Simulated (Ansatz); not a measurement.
**CdCu₂GeSe₄: do energies and stresses tell the same story?**

All numbers below come from Ansatz, DFT PBEsol, scalar-relativistic, plane waves, PAW.

Cutoff 420 eV; k points 10×10×10 on the computed 8-atom cell (Γ-centred); Gaussian smearing, width 0.10 eV; no spin polarisation.

Relaxed cell: I-42m, a = 5.730 Å, b = 5.730 Å, c = 11.023 Å, α = 90.00°, β = 90.00°, γ = 90.00°, 8 atoms in the primitive cell. Whether it is the stable form of this composition wasn't checked.

Energies at zero smearing and pressures from the stress tensor, at volumes with shape and atoms relaxed:
```json
{"V (Å³/atom)": "19.906", "E − E(first) (meV/atom)": "0.00", "P (GPa)": "11.47"}
{"V (Å³/atom)": "20.584", "E − E(first) (meV/atom)": "-40.62", "P (GPa)": "7.84"}
{"V (Å³/atom)": "21.263", "E − E(first) (meV/atom)": "-67.10", "P (GPa)": "4.76"}
{"V (Å³/atom)": "21.942", "E − E(first) (meV/atom)": "-81.63", "P (GPa)": "2.18"}
{"V (Å³/atom)": "22.620", "E − E(first) (meV/atom)": "-86.13", "P (GPa)": "0.01"}
{"V (Å³/atom)": "23.299", "E − E(first) (meV/atom)": "-82.18", "P (GPa)": "-1.82"}
{"V (Å³/atom)": "23.977", "E − E(first) (meV/atom)": "-71.14", "P (GPa)": "-3.35"}
{"V (Å³/atom)": "24.882", "E − E(first) (meV/atom)": "-47.36", "P (GPa)": "-5.01"}
```

Check P = −dE/dV between neighbouring volumes, and get the bulk modulus from the pressures alone.

With 1 eV/Å³ = 160.2 GPa:
| middle V (Å³/atom) | −ΔE/ΔV (GPa) | mean P (GPa) |
| --- | --- | --- |
| 20.245 | 9.591 | 9.657 |
| 20.924 | 6.252 | 6.301 |
| 21.602 | 3.430 | 3.472 |
| 22.281 | 1.062 | 1.096 |
| 22.960 | -0.932 | -0.907 |
| 23.638 | -2.606 | -2.586 |
| 24.430 | -4.212 | -4.181 |

The two differ by 0.07 GPa at most. The mean of two end pressures misses the average over a step by about ΔV² P″/12, up to 0.05 GPa here; with that taken off 0.01 GPa remains. Around V = 22.620 Å³/atom, the two neighbours give B = −V ΔP/ΔV = 22.620 × 4.00 / 1.357 = 66.7 GPa, against B0 = 66.1 GPa from the Birch–Murnaghan fit of the energies.

A ferromagnetic start lost its moments in a first run, so spin was left out; other magnetic orders weren't tried.